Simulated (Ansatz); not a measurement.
**ZrGeSe: reading a single point**

```xyz
6
Lattice="3.7028 0.0000 0.0000 0.0000 3.7028 0.0000 0.0000 0.0000 8.2361" Properties=species:S:1:pos:R:3 pbc="T T T"
Ge    0.0000    0.0000    0.0000
Ge    1.8514    1.8514    0.0000
Se    0.0000    1.8514    5.1723
Se    1.8514    0.0000    3.0638
Zr    0.0000    1.8514    2.0508
Zr    1.8514    0.0000    6.1853
```

The numbers come from plane-wave PAW DFT (Ansatz): r2SCAN, no spin polarisation, 500 eV, 9×9×4 Γ-centred k points, fermi-dirac occupations (width 0.1 eV). Nothing was relaxed.

**Question.** Is there a gap?

**Answer.** Counting bands on this mesh leaves a gap of 0.11 eV, but it is narrow, so a finer mesh and a narrower smearing would have to settle it.

**Question.** Give the Bader charges.

**Answer.** Bader charges in e: Zr +1.72, Ge -0.64, Se -1.08. In the mean Zr gives up most and Se takes most.

**Question.** Which atom feels the largest force, and which way?

**Answer.** The largest is on Zr6 (and as large on other atoms): 1.82 eV/Å, components (0.00, 0.00, -1.82). It makes 138° with the line to a nearest neighbour, Ge1 at 2.76 Å, pointing away from it.

**Question.** Describe some of the short contacts.

**Answer.** Ge–Ge at 2.62 Å: least valence density 0.35 e/Å³ and ELF 0.55 there. Ge–Zr at 2.76 Å: least valence density 0.33 e/Å³ and ELF 0.44 there. Se–Zr at 2.81 Å: least valence density 0.29 e/Å³ and ELF 0.28 there. These are pseudo-fields; inside the PAW spheres they differ from the all-electron ones.

**Question.** Is the cell too large or too small?

**Answer.** The pressure is 4.9 GPa (compression positive), so with the atoms held at these fractions the cell would first expand; the forces are large, so a full relaxation may end otherwise. The principal stresses 2.5, 2.5, 9.8 GPa differ, so its shape would change too.

Origin: a known structure type with other elements, at an estimated volume, so it need not be a known compound. Caveats: atoms or cell far from equilibrium; the gap is not wide against the smearing.
